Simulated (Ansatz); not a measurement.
**LuSc₂N₃, before and after**

Recipe of this trial structure of LuSc₂N₃: random cell by space group and Wyckoff sites (P4/mmm, No. 123). Its size is a rough estimate.

start.cif

```cif
data_structure
_symmetry_space_group_name_H-M 'P 1'
_symmetry_Int_Tables_number 1
_cell_length_a 3.7820
_cell_length_b 3.7820
_cell_length_c 6.6832
_cell_angle_alpha 90.000
_cell_angle_beta 90.000
_cell_angle_gamma 90.000
_cell_volume 95.59
loop_
_atom_site_label
_atom_site_type_symbol
_atom_site_fract_x
_atom_site_fract_y
_atom_site_fract_z
_atom_site_occupancy
Lu1 Lu 0.50000 0.50000 0.00000 1
Sc1 Sc 0.00000 0.50000 0.50000 1
Sc2 Sc 0.50000 0.00000 0.50000 1
N1 N 0.50000 0.50000 0.66259 1
N2 N 0.50000 0.50000 0.33741 1
N3 N 0.00000 0.00000 0.50000 1
```

Level of theory: Ansatz, DFT PBE, scalar-relativistic, plane waves, PAW. Cutoff 420 eV, Gaussian smearing, Γ-centred meshes. Cell and atoms relax first on a coarse mesh and then on a finer one. In between, the cell is made exact in the group found at 0.06 Å. In metals the finer mesh still leaves noise of several meV/atom or more. The steps can't lower the symmetry of their start. No spin polarisation in the relaxation; trial moments died out in a coarse test.

end.cif

```cif
data_structure
_symmetry_space_group_name_H-M 'P 1'
_symmetry_Int_Tables_number 1
_cell_length_a 4.3086
_cell_length_b 4.3086
_cell_length_c 5.7181
_cell_angle_alpha 90.000
_cell_angle_beta 90.000
_cell_angle_gamma 90.000
_cell_volume 106.15
loop_
_atom_site_label
_atom_site_type_symbol
_atom_site_fract_x
_atom_site_fract_y
_atom_site_fract_z
_atom_site_occupancy
Lu1 Lu 0.50000 0.50000 0.00000 1
Sc1 Sc 0.00000 0.50000 0.50000 1
Sc2 Sc 0.50000 0.00000 0.50000 1
N1 N 0.50000 0.50000 0.62590 1
N2 N 0.50000 0.50000 0.37410 1
N3 N 0.00000 0.00000 0.50000 1
```

The symmetry stays P4/mmm (No. 123). The volume per atom grows by 11.0 %, from 15.9 to 17.7 Å³. The shortest distance goes from 1.89 Å (Sc–N) to 1.44 Å (N–N). The ratio c/a of the conventional cell changes by a factor of 0.75. The energy falls by about 0.57 eV/atom (the start's value is from the coarse mesh).

```
Volume per atom                            : 17.69 Å³
Density                                    : 4.80 g/cm³
Formation energy                           : −0.89 eV/atom
Gap on the 10×10×8 mesh of the 6-atom cell : 0 eV (a metal)
```

The zero of energy is the elements' standard structures at the same level (N₂ as a molecule); no fitted shifts are applied.

The last run used Gaussian smearing of 0.10 eV. Symmetry constrained the relaxation, so the result can be a saddle point. In all, the 4 runs took 10 min on 1 thread of Arm Neoverse V1, on a shared host. Another cell of LuSc2N3 relaxed alike, in R-3m, lies 86 meV/atom lower, so this cell isn't the stable form at this level.
